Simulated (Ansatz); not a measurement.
Free-standing chains of the atoms of NiO, named by their start (strip: triangular double chain, ladder: square double chain); atoms and period are relaxed, and energies count from relaxed bulk NiO (Fm-3m, 9.18 Å³/atom, gap on the mesh 0.82 eV).

Computed with Ansatz, DFT r2SCAN, scalar-relativistic, plane waves, PAW.

Settings: cutoff 500 eV, Γ-centred mesh 1×1×17 on the computed 2-atom cell, Gaussian smearing of 0.05 eV; collinear spin from starting moments 1.84 0.5 μB.

Start (linear chain):

```
CELL_PARAMETERS angstrom
9.00000 0.00000 0.00000
0.00000 9.30000 0.00000
0.00000 0.00000 3.76958
ATOMIC_POSITIONS crystal
Ni 0.50000 0.50000 0.00000
O 0.50000 0.50000 0.50000
```

Question: What does the relaxation give?

Answer: The free energy falls by 293 meV/atom.

- excess energy (eV per host atom): 1.073
- period (Å): 3.434
- gap on the mesh (eV): 0.52
- highest filled level or Fermi level under vacuum (eV): 6.23
- size of the moment (μB per cell): 2.00

Relaxed structure:
```
CELL_PARAMETERS angstrom
9.00000 0.00000 0.00000
0.00000 9.30000 0.00000
0.00000 0.00000 3.43440
ATOMIC_POSITIONS crystal
Ni 0.50000 0.50000 0.00000
O 0.50000 0.50000 0.50000
```

An odd mesh misses points on the zone edge, so a gap read on it can be too wide. The cell holds one magnetic atom, so it can only be ferromagnetic; an antiferromagnetic order may lie lower.

Each run keeps its start's symmetry and one magnetic start, so lower states can exist.

The run took 100 s on 2 threads of Arm Neoverse V1 (shared host), peak memory 1.2 GiB.